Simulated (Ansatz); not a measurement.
NaCaBr3, cubic perovskite, relaxed with r2SCAN in Ansatz. The symmetry is Pm-3m (No. 221, cubic); a = 5.641 Å in the conventional setting, 35.91 Å³ an atom. Na is surrounded by 12 Br at 3.99 Å; Ca is surrounded by 6 Br at 2.82 Å; Br is surrounded by 2 Ca at 2.82 Å and 4 Na at 3.99 Å.

The axes x, y and z are those of this cell:
```
CELL_PARAMETERS angstrom
5.64131 0.00000 0.00000
0.00000 5.64131 0.00000
0.00000 0.00000 5.64131
ATOMIC_POSITIONS crystal
Na 0.00000 0.00000 0.00000
Ca 0.50000 0.50000 0.50000
Br 0.50000 0.50000 0.00000
Br 0.50000 0.00000 0.50000
Br 0.00000 0.50000 0.50000
```

Unstrained: The PBE gap is indirect, 3.072 eV (R to Γ), below the direct gap of 3.404 eV at Γ. With r2SCAN the valence top lies at R and the conduction bottom at Γ, 3.793 eV higher; the smallest vertical gap, at Γ, is 4.136 eV. The HSE06 gap is indirect, 4.188 eV (R to Γ), below the direct gap of 4.538 eV at Γ. Meshes: PBE 4×4×4, r2SCAN 4×4×4, HSE06 4×4×4. Strains are changes of length per length, and xy shears are angles. After each strain the atoms were relaxed again with r2SCAN within the symmetry that the strain leaves, so tilts or polar shifts that break it weren't tested; points keep the names that they have in the unstrained zone. (Calculated; spin-unpolarised; the phase may be known or hypothetical.)

Problem. Estimate what isotropic -3.0 % on every length does to the gap.

Solution. PBE: the gap goes from 3.072 to 3.105 eV (+0.033 eV). r2SCAN: the gap goes from 3.793 to 3.814 eV (+0.021 eV). HSE06: the gap goes from 4.188 to 4.221 eV (+0.033 eV). The r2SCAN energy rises by 22.2 meV an atom.

Problem. Estimate what epitaxial -1.5 % in the xy plane, free normal strain +0.50 % does to the gap.

Solution. PBE: the gap goes from 3.072 to 3.055 eV (-0.017 eV). r2SCAN: the gap goes from 3.793 to 3.772 eV (-0.021 eV). HSE06: the gap goes from 4.188 to 4.171 eV (-0.017 eV). The r2SCAN energy rises by 3.0 meV an atom.

Problem. Estimate what uniaxial +5.0 % along z, other directions held does to the gap.

Solution. PBE: the gap goes from 3.072 to 2.989 eV (-0.083 eV). r2SCAN: the gap goes from 3.793 to 3.716 eV (-0.077 eV). HSE06: the gap goes from 4.188 to 4.105 eV (-0.083 eV). The r2SCAN energy rises by 11.6 meV an atom.

Problem. Apply xy shear, engineering strain (angle) +5.0 %. How far does the gap move, against the unstrained cell?

Solution. PBE: the gap goes from 3.072 to 3.038 eV (-0.034 eV). r2SCAN: the gap goes from 3.793 to 3.756 eV (-0.037 eV). HSE06: the gap goes from 4.188 to 4.153 eV (-0.035 eV). The r2SCAN energy rises by 1.6 meV an atom.

The runs are scalar-relativistic, without spin-orbit coupling.

The meshes of the hybrids are coarse, so their gaps aren't converged to the digits shown.
